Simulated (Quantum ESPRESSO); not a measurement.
# Planted mistakes on one cell of Ge2GaO5F

The results below are calculated, not measured. They come from pw.x of Quantum ESPRESSO 7.5, a plane-wave density functional program, with PseudoDojo standard norm-conserving files (v0.5 for PBE, v0.4.1 for LDA and PBEsol). The cells are made up: elements, strain and atom displacements were drawn at random, and nothing was relaxed. There is no spin polarisation, spin-orbit coupling or dispersion term.

The cell has 10 sites of a corundum lattice. Sites 1 to 4 hold empty Ge Ge Ga; sites 5 to 10 hold O O O O F O. Cell vectors in Å: (2.480, 1.432, 4.466); (-2.480, 1.432, 4.466); (0.000, -2.863, 4.466). Settings: PBE, cutoff 1143 eV, 5 x 5 x 5 k mesh shifted by half a step, Fermi-Dirac smearing of 0.025 eV.

The intended run has a self-consistency threshold of 1e-07 eV, a smearing term of 0.000 eV, a pressure of -2.91 GPa and 13 iterations. Each further run changes one thing: atoms of sites 8 and 9 exchanged; cutoff 613 eV; k mesh 2 x 2 x 2; one electron added; smearing 0.62 eV; threshold 0.2 eV. A coarse mesh keeps the shift, and a charged cell sits in a uniform background.

| run | change of free energy (eV) | smearing term -TS (eV) | change of P (GPa) | largest change of a force component (eV/Å) | iterations |
| --- | --- | --- | --- | --- | --- |
| A | 0.031 | 0.000 | 3.67 | 0.206 | 4 |
| B | 11.150 | -0.005 | 39.06 | 0.756 | 12 |
| C | 53.118 | 0.000 | -458.30 | 0.433 | 12 |
| D | -0.332 | -1.200 | 3.61 | 0.237 | 12 |
| E | 0.032 | 0.000 | 0.03 | 0.039 | 13 |
| F | 0.234 | 0.000 | 0.25 | 4.089 | 13 |

A rerun of the intended cell at 1437 eV and k mesh 7 x 7 x 7 moved values by no more than 0.003 eV in the cell's energy, 0.04 GPa in stress and 0.002 eV/Å in force.

Question: which change belongs to which run?

## Worked reading

Run A has the fewest iterations, as a run stopped early does. Run D has the largest smearing term, as wide smearing gives. Run C has a higher energy and the largest fall in pressure, as too small a basis gives. Energies from files of another functional, or of a charged cell, have another zero and say nothing on stability; the pressure of a charged cell rests on the program's zero of potential too.

## Key

```
run                            change
  A                  threshold 0.2 eV
  B                one electron added
  C                     cutoff 613 eV
  D                  smearing 0.62 eV
  E                  k mesh 2 x 2 x 2
  F  atoms of sites 8 and 9 exchanged
```